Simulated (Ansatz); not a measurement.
SnTe: reading a single point

```
Sn Te
1.0
     0.00000    3.16789    3.16789
     3.16789    0.00000    3.16789
     3.16789    3.16789    0.00000
Sn Te
1 1
Cartesian
  0.0000 0.0000 0.0000
  3.1679 3.1679 3.1679
```

The numbers come from plane-wave PAW DFT (Ansatz): PBE, no spin polarisation, 420 eV, 9×9×9 Γ-centred k points, fermi-dirac occupations (width 0.0898 eV). Nothing was relaxed.

Task: What is the formation energy?

Result: -0.28 eV an atom against the elements' usual phases (free molecules for gases, crystals otherwise, with no correction for O₂ or N₂), so it is bound against them; other compounds may still compete. Relaxing would lower it.

Task: What is the character of the valence top and the conduction bottom?

Result: Within 0.7 eV of the edges, the states project mainly on Te p (54 %), Sn s (21 %) and Sn p (20 %) below the gap and on Sn p (76 %) above it.

Task: What do density and ELF say about some of the short contacts?

Result: Sn–Te at 3.17 Å: least valence density 0.21 e/Å³ and ELF 0.42 there. Both are smooth PAW fields, read partly inside the augmentation spheres.

Task: Is the cell too large or too small?

Result: The pressure is 1.5 GPa (compression positive), so with the atoms held at these fractions the cell would first expand.

Task: What is the band gap?

Result: The gap is 0.05 eV, direct at the points sampled.

Task: How is the charge shared?

Result: Bader charges in e: Sn +0.64, Te -0.64. In the mean Sn gives up most and Te takes most.

Origin: a database entry at a rescaled volume. Caveats: no spin-orbit coupling, which can shift this gap by tenths of an eV; the mesh misses a band edge that the path finds.
